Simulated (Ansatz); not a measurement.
Space group P-3m1 (No. 164). a = 4.268 Å, b = 4.268 Å, c = 13.854 Å, α = 90.00°, β = 90.00°, γ = 120.00°
| atom | site | symmetry | x | y | z |
| --- | --- | --- | --- | --- | --- |
| Mg | 1a | -3m. | 0.0000 | 0.0000 | 0.0000 |
| Mg | 2c | 3m. | 0.0000 | 0.0000 | 0.7522 |
| Cd | 1b | -3m. | 0.0000 | 0.0000 | 0.5000 |
| Te | 2d | 3m. | 0.3333 | 0.6667 | 0.8764 |
| Te | 2d | 3m. | 0.3333 | 0.6667 | 0.3698 |

Equation of state of this Mg3CdTe4 structure (not necessarily the ground state), with shape and atoms relaxed at each volume where symmetry leaves them free. These are results of DFT PBE, scalar-relativistic, plane waves, PAW (Ansatz 0.2.0), not measurements.

Cutoff 420 eV; k points 12×12×4 on the computed 8-atom cell (Γ-centred); Gaussian smearing, width 0.02 eV; no spin polarisation.

```
V (Å³/atom)  E − E(largest V) (meV/atom)  P (GPa)  gap on mesh (eV)
     24.042                        38.07     7.81              0.31
     24.862                         4.56     5.36              0.33
     25.681                       -17.37     3.27              0.35
     26.501                       -29.47     1.50              0.37
     27.320                       -33.21     0.00              0.38
     28.140                       -29.85    -1.28              0.38
     28.960                       -20.42    -2.37              0.38
     30.052                         0.00    -3.57              0.37
```

Fit a third-order Birch–Murnaghan equation, E = E0 + (9V0B0/16)·[(x − 1)³B0' + (x − 1)²(6 − 4x)] with x = (V0/V)^(2/3), to E(V).

V0 = 27.32 Å³/atom, B0 = 46 GPa, B0' = 4.4.

Spin-orbit coupling is left out, which matters for the bands of heavy elements.

The cell was found from a structure generator's guess, not taken from experiment.
